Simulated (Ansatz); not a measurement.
Values for one crystal, relaxed and computed with r²SCAN (plane waves, PAW; program Ansatz); other levels are named.

| Item | Value |
|---|---|
| Volume per atom | 21.78 Å³ |
| Band gap | 0.98 eV (indirect) |
| Valence-band maximum | at A |
| Gap with spin–orbit coupling | 0.86 eV |
| Conduction-band minimum | at L (3 equivalent valleys) |
| Bulk modulus (Birch–Murnaghan fit) | 68.3 GPa |
| Electron effective mass | 0.33, 0.66, 1.5 mₑ (principal values) |

Question: Pick the material that matches.
A. ScAgSe2, P-3m1 (Sc on 1a, Ag on 1b, Se on 2d)
B. AgCl, rock salt
C. Cs3Se2O8, C2/m (Pearson symbol mS26)
D. PbSe, rock salt

Answer: A, ScAgSe2, P-3m1 (Sc on 1a, Ag on 1b, Se on 2d)

The workflow started from a Materials Project entry (that database holds measured and hypothetical structures alike); the Crystallography Open Database copy checked does not list it. With Sc and Ag taken as one species the cell has the higher symmetry P6_3/mmc, so it may be an ordered model of a mixed-site phase. Whether it is the stable phase at ambient conditions was not checked. The cell was relaxed with r²SCAN under the symmetry of its start; whether a distortion lowers the energy is not shown. No spin polarisation was allowed. Scalar-relativistic: spin–orbit coupling is off unless named, which matters more the heavier the elements.

Potentials: the later of the program's two PAW sets.
